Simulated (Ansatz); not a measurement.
Consider the following.

CaSe:
```cif
data_Ca4Se4
_chemical_formula_sum 'Ca4 Se4'
_space_group_name_H-M_alt 'Fm-3m'
_space_group_IT_number 225
_space_group_name_Hall '-F 4 2 3'
_cell_length_a 5.95789
_cell_length_b 5.95789
_cell_length_c 5.95789
_cell_angle_alpha 90.000
_cell_angle_beta 90.000
_cell_angle_gamma 90.000
loop_
_atom_site_label
_atom_site_type_symbol
_atom_site_symmetry_multiplicity
_atom_site_Wyckoff_symbol
_atom_site_fract_x
_atom_site_fract_y
_atom_site_fract_z
_atom_site_occupancy
Ca1 Ca 4 a 0.00000 0.00000 0.00000 1
Se1 Se 4 b 0.50000 0.50000 0.50000 1
```
(The calculation used a cell of 2 atoms; values per cell refer to that cell.)

This is the PBE-relaxed structure.

**Question.** All from plane-wave PAW PBE (Ansatz code), unless another level is named. Give the electron effective mass.

**Answer.** 0.29, 0.29, 1.4 mₑ (principal values).

**Question.** What about the hole effective mass, band 1 of 3 at the edge?

**Answer.** 0.98 along [100], 0.98 along [110], 0.76 along [111] (mₑ).

**Question.** What about the formation energy from the elements (no fitted shifts)?

**Answer.** -2.03 eV/atom.

The PBE relaxation kept the symmetry of its start. The references are the lowest solids computed at this level, not always the standard phases. Spin–orbit coupling is left out wherever it is not named.

Potentials: the later of the program's two PAW sets.

Edges and masses are those of Kohn–Sham bands, whose gap is no quasiparticle gap.
